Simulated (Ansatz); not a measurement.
WC (WC type, space group P-6m2)

```
CELL_PARAMETERS angstrom
      2.89847     0.00000     0.00000
     -1.44924     2.51015     0.00000
      0.00000     0.00000     2.82774
ATOMIC_POSITIONS crystal
  W  0.00000 0.00000 0.00000
  C  0.66667 0.33333 0.50000
```

E(V) scan at fixed shape, V₀ the volume above. Symmetry pins the atoms to their sites.

Calculation: PBEsol (plane waves to 420 eV, PAW, scalar-relativistic; Ansatz, an electronic-structure program). k mesh 19×19×17 (Γ-centred), Fermi-Dirac smearing 0.05 eV. Energies are smeared free energies. With the shape held, the modulus is that of even scaling; a crystal free to change shape is softer. Spin-orbit coupling is left out, though W is heavy. WC is run without spin polarisation. WC was relaxed with its symmetry unable to fall. The zero of ΔE is the relaxed starting cell. The last digit holds for this mesh only.

```
V (Å³/atom)  ΔE (meV/atom)
-----------  -------------
9.670                 52.8
9.824                 28.9
9.978                 12.5
10.132                 3.1
10.287                 0.0
10.441                 2.9
10.595                11.2
10.750                24.7
10.904                42.8
```

Task: What is the fitted pressure derivative B₀′?

Result: 4.2.

Task: What bulk modulus at fixed cell shape B₀ follows from a third-order Birch-Murnaghan fit?

Result: 410 GPa. Check by three points about V = 10.287 Å³/atom, step 0.309: d²E/dV² ≈ (13 − 2·0 + 11) meV / 0.309² = 0.252 eV/Å⁶, and V·d²E/dV² × 160.2 = 415 GPa.

(Under strain, the slope of the energy per volume gives the stress and its curvature an elastic modulus.)
